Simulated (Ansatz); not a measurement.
SiGe:
```yaml
crystal:
  lattice:
    - [3.67526, 0.00000, 0.00000]
    - [-1.83763, 3.18287, 0.00000]
    - [0.00000, 0.00000, 6.28877]
  atoms:
    - { symbol: Ge, position: [0.00000, 0.00000, 0.00000] }
    - { symbol: Ge, position: [0.00000, 0.00000, 0.50000] }
    - { symbol: Si, position: [0.33333, 0.66667, 0.25000] }
    - { symbol: Si, position: [0.66667, 0.33333, 0.75000] }
```

Relaxed with PBE. Special points in fractions of this cell's reciprocal vectors: Γ (0.000, 0.000, 0.000); M (0.500, 0.000, 0.000); K (0.333, 0.333, 0.000); A (0.000, 0.000, 0.500); L (0.500, 0.000, 0.500); H (0.333, 0.333, 0.500).

**Question.** List the band energies nearest the Fermi level at these points for the program Ansatz at the PBE level (PAW).

**Answer.** In eV from the Fermi level; about four levels below and three above (degenerate sets whole), none deeper than 8.9 eV; points with the same levels are listed once.

```csv
k,below,above
Γ,-0.27 -0.27,0.06 0.40 1.41 1.41
M,-5.59 -5.48 -4.57 -2.57,0.71 1.00 1.12
K,-3.42 -3.42 -2.89 -2.89,3.95 5.30 5.83 5.83
A,-4.89 -4.89,0.47 0.47 0.47 0.47
L,-1.65 -1.65 -1.43 -1.43,2.43 2.43 5.31 5.31
H,-5.05 -5.05 -1.08 -1.08,0.48 0.48 1.69 1.69
```

Space group P6_3/mmc (NiAs type). The cell is a constructed one: a structure type filled with these elements; neither database checked (COD, Materials Project) lists it. Its standing as an ambient phase is unchecked. The PBE relaxation kept the symmetry of its start; its stability against distortions is not shown here. Scalar-relativistic: spin–orbit coupling is off unless named, which matters more the heavier the elements.

Potentials: the earlier of the program's two PAW sets.
